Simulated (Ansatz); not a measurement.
HgPt: computed property card

HgPt:
```yaml
crystal:
  lattice:
    - [2.94830, 0.00000, 0.00000]
    - [0.00000, 2.94830, 0.00000]
    - [0.00000, 0.00000, 3.85163]
  atoms:
    - { symbol: Hg, position: [0.00000, 0.00000, 0.00000] }
    - { symbol: Pt, position: [0.50000, 0.50000, 0.50000] }
```

Space group P4/mmm (No. 123), L1₀ or tetragonal B2; conventional cell a = b = 2.948 Å, c = 3.852 Å, α = β = γ = 90.00°.

Method: LDA (plane waves, PAW; program Ansatz). The cell and atoms are relaxed at this level. Other levels are named where they apply.

Cell and energy:

```
Property                                                        Value
-----------------------------------------------------  --------------
Volume per atom                                              16.74 Å³
Density                                                   19.62 g/cm³
Formation energy from the elements (no fitted shifts)  -0.045 eV/atom
```

Electronic structure:

```
Item                                                                        Result
------------------------------------  --------------------------------------------
Electronic character                                             metallic (no gap)
Density of states at the Fermi level  0.25 states/eV per atom (mean over ±0.08 eV)
```

Mechanics:

```
Item                                                                                                       Value
--------------------------------------------  ------------------------------------------------------------------
Bulk modulus (Birch–Murnaghan fit)                                                                       195 GPa
Pressure derivative B′                                                                                       5.6
Elastic constants (relaxed ions, GPa)         C11 = 268, C12 = 141, C13 = 176, C33 = 237, C44 = 49.0, C66 = 29.0
Mechanical stability                                                      stable (all eigenvalues of C positive)
Hill bulk and shear moduli                                                                      195 and 42.1 GPa
Young's modulus                                                                                          118 GPa
Poisson's ratio                                                                                             0.40
Debye temperature from the elastic constants                                                               193 K
```

Phonons:

```
Quantity                                        Value
-----------------------------  ----------------------
Highest zone-centre frequency                4.71 THz
Zone-centre stability          no imaginary mode at Γ
```

The workflow started from an entry of the Crystallography Open Database (COD). Its standing as an ambient phase is unchecked. Symmetry was held in the LDA relaxation. The run is not spin-polarised. As this level gives no gap, shear constants depend on the k-mesh and smearing (Fermi–Dirac, 0.1 eV here). As this level gives no gap, phonon frequencies hold no LO–TO term and depend on the k-mesh and smearing (Fermi–Dirac, 0.1 eV here). Axis ratios of metals converge slowly with the k-mesh, so a and c are less sure than the volume. The references are the lowest solids computed at this level, not always the standard phases. Scalar-relativistic: spin–orbit coupling is off unless named, which matters more the heavier the elements.

Potentials: the later of the program's two PAW sets.
